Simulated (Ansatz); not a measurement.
Sheets of one type (MA2Z4 (prismatic core, outer Z over the empty site)-type), plane-wave PAW r²SCAN+D4 (Ansatz code); HSE06 gaps on those cells.

```csv
layer,a (Å),thickness (Å)
TaAs4Ge2,3.729,10.02
TaP4Si2,3.521,9.31
NbGe2P4,3.591,9.56
TaGe2P4,(withheld),(withheld)
```

**Question.** What belongs in the gaps?

**Answer.** 
- TaGe2P4, a (Å): 3.590
- TaGe2P4, thickness (Å): 9.54

Spin orders computed, not proven ground states: TaAs4Ge2, MA2Z4 (prismatic core, outer Z over the empty site)-type layer ferromagnetic. Began spin-polarised and lost the moments: TaP4Si2, MA2Z4 (prismatic core, outer Z over the empty site)-type layer; NbGe2P4, MA2Z4 (prismatic core, outer Z over the empty site)-type layer; TaGe2P4, MA2Z4 (prismatic core, outer Z over the empty site)-type layer. All cells were relaxed under the symmetry of their starts (and spin orders); stability against distortions was not tested throughout. Scalar-relativistic: spin–orbit coupling is off unless named, which matters more the heavier the elements. Constructed layers (a layer type filled with these elements): TaAs4Ge2, MA2Z4 (prismatic core, outer Z over the empty site)-type layer; TaP4Si2, MA2Z4 (prismatic core, outer Z over the empty site)-type layer; NbGe2P4, MA2Z4 (prismatic core, outer Z over the empty site)-type layer; TaGe2P4, MA2Z4 (prismatic core, outer Z over the empty site)-type layer.

Potentials: the later of the program's two PAW sets.
